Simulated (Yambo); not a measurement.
Yambo run on KBaYB₂O₆ (space group R3m, No. 160). The wavefunctions are PBEsol (pw.x of Quantum ESPRESSO, ONCV potentials, scalar-relativistic) ones on a 2×2×2 mesh (36 occupied bands); a = b = c = 6.8319 Å, α = β = γ = 47.23°.

Yambo input:

```
rim_cut
gw0
dyson
el_el_corr
HF_and_locXC
ppa
em1d
RandQpts= 1000000
RandGvec= 1 Ry
EXXRLvcs= 84 Ry
VXCRLvcs= 336 Ry
Chimod= "HARTREE"
% BndsRnXp
 2 | 154 |
%
NGsBlkXp= 7 Ry
% LongDrXp
 1.0 | 1.0 | 1.0 |
%
PPAPntXp= 27.2114 eV
% GbndRnge
 1 | 154 |
%
GTermKind= "BG"
DysSolver= "n"
ExtendOut
% QPkrange
 1 | 1 | 36 | 37 |
%
```

k points by index: 1 = Γ.

Table of the .qp output:

```
#    K-point    Band    Eo [eV]    E [eV]    E-Eo [eV]    Vxc [eV]    Vnlxc [eV]    Sc|Eo [eV]    Sc|E [eV]    dSc/dw|Eo [eV]    Re(Z)    Im(Z)
#
    1    36    0.000000    -1.016088    -1.016088    -19.80101    -25.53641    4.461452    4.719307    -6.904659    0.797611    -0.001189
    1    37    3.789762    4.746429    0.956667    -9.594930    -5.007245    -3.480568    -3.631019    -4.279015    0.864116    -0.855105E-3
```
(The two width columns are left out.) Convergence of these settings isn't established.

Geometry of the Materials Project entry, not relaxed at this level.

The structure is a Materials Project entry; no match was found in the copy of COD used, and its stability was not checked.
